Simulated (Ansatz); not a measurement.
Values for one crystal, relaxed and computed with PBE (plane waves, PAW; program Ansatz); other levels are named.

```yaml
volume_per_atom: 14.97 Å³
electronic_character: metallic (no gap)
Pressure derivative B′: 4.4
Bulk modulus (Birch–Murnaghan fit): 2220 kbar
Density of states at the Fermi level: 0.78 states/eV per atom (mean over ±0.08 eV)
Formation energy from the elements (no fitted shifts): 0.17 eV/atom
Gap with spin–orbit coupling: none (metallic)
```

Problem. Which compound is it?
A) GeMo, I4_1md (Mo on 4a, Ge on 4a)
B) AlRu2C, P6_3/mmc (Al on 2d, Ru on 4f, C on 2a)
C) InMo3C, anti-perovskite
D) Cr2C, P4/nmm (Cr on 2a, Cr on 2c, C on 2c)

Solution. C, InMo3C, anti-perovskite

Space group Pm-3m (anti-perovskite). The start of the workflow was typed in or built on a structure type; neither database checked (COD, Materials Project) lists it. Its standing as an ambient phase is unchecked. The cell was relaxed with PBE under the symmetry of its start; its stability against distortions is not shown here. The run is not spin-polarised. Its formation energy is positive at this level, so the cell may be metastable or incomplete. The references are the lowest solids computed at this level, not always the standard phases. Spin–orbit coupling is left out wherever it is not named.

Potentials: the later of the program's two PAW sets.
